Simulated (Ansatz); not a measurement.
AlGaN₂:
```yaml
crystal:
  lattice:
    - [3.14411, 0.00000, 0.00000]
    - [-1.57206, 2.72288, 0.00000]
    - [0.00000, 0.00000, 10.17747]
  atoms:
    - { symbol: Ga, position: [0.33333, 0.66667, 0.00405] }
    - { symbol: N, position: [0.33333, 0.66667, 0.19632] }
    - { symbol: Ga, position: [0.66667, 0.33333, 0.26022] }
    - { symbol: N, position: [0.66667, 0.33333, 0.45320] }
    - { symbol: Al, position: [0.33333, 0.66667, 0.50977] }
    - { symbol: N, position: [0.33333, 0.66667, 0.69592] }
    - { symbol: Al, position: [0.66667, 0.33333, 0.75330] }
    - { symbol: N, position: [0.66667, 0.33333, 0.93938] }
```

Tensor components refer to the Cartesian frame of this cell.

Problem. Give the proper piezoelectric stress tensor with relaxed ions from r²SCAN (plane waves, PAW; program Ansatz).

Solution. In C/m², rows x, y, z, Voigt columns; mesh uncertainty up to 0.00.
```
 0.00   0.00   0.00   0.00  -0.30  -0.01
-0.01   0.01   0.00  -0.30   0.00   0.00
-0.51  -0.51   1.09   0.00   0.00   0.00
```

The elastic tensor of the same run (GPa):

|  | 1 | 2 | 3 | 4 | 5 | 6 |
|---|---|---|---|---|---|---|
| 1 | 384 | 135 | 99.2 | -0.1 | 0.0 | 0.0 |
| 2 | 135 | 384 | 99.2 | 0.1 | 0.0 | 0.0 |
| 3 | 99.2 | 99.2 | 399 | 0.0 | 0.0 | 0.0 |
| 4 | -0.1 | 0.1 | 0.0 | 108 | 0.0 | 0.0 |
| 5 | 0.0 | 0.0 | 0.0 | 0.0 | 108 | -0.1 |
| 6 | 0.0 | 0.0 | 0.0 | 0.0 | -0.1 | 124 |

Problem. Convert to strain constants d = e·S.

Solution. In pC/N:
```
 0.0   0.0   0.0   0.0  -2.8  -0.1
 0.0   0.0   0.0  -2.8   0.0   0.0
-1.7  -1.7   3.6   0.0   0.0   0.0
```

Space group P3m1. The start of the workflow was typed in or built on a structure type; the Crystallography Open Database copy checked does not list it. Whether it is the stable phase at ambient conditions was not checked. The cell was relaxed with r²SCAN under the symmetry of its start; whether a distortion lowers the energy is not shown. Signs of piezoelectric constants follow the polarity of the cell as given.

Potentials: the earlier of the program's two PAW sets.
